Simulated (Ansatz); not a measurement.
# TiO2 at a changed volume — ⁴⁷Ti NMR of the central transition

Cell: a COD entry, relaxed with PBE at fixed cell and then changed (volume scaled by 1.06, ions relaxed).

Space group Pbca (No. 61); a = 5.2459, b = 9.3651, c = 5.5538 Å.

| site | Wyckoff | site symmetry | x | y | z |
| --- | --- | --- | --- | --- | --- |
| Ti | 8c | 1 | 0.1343 | 0.1293 | 0.9127 |
| O9 | 8c | 1 | 0.4622 | 0.2291 | 0.8944 |
| O17 | 8c | 1 | 0.8208 | 0.0108 | 0.8524 |

One atom of each set is listed.

Method: Kohn–Sham DFT in Ansatz, PBE, plane waves and PAW, scalar-relativistic, 420 eV cutoff, Γ-centred 5×3×5 k-points, Fermi–Dirac smearing 0.02 eV.

⁴⁷Ti has I = 5/2 and Q = 302.0 mb (Pyykkö 2018); at 16.4 T its Larmor frequency is ν₀ = 39.4 MHz. Only the quadrupole interaction is simulated: positions count from each site's isotropic chemical shift, and shift anisotropy, dipolar and J coupling are left out.

Question: What does the ⁴⁷Ti spectrum (static powder) show for each site?

Answer: 

```tsv
site	first shell	C_Q (MHz)	η	P_Q (MHz)	δ_QIS (ppm)	breadth (kHz)
Ti	6 O at 1.87–2.14 Å	-17.8	0.97	20.4	-1611	476
```

δ_QIS = −(ν_Q²/30ν₀²)[I(I+1) − 3/4](1 + η²/3) × 10⁶ ppm with ν_Q = 3|C_Q|/[2I(2I−1)]; it falls as 1/B₀² in ppm, and the breadth as 1/B₀ in kHz.

At this changed cell the PBE pressure is -6 GPa.
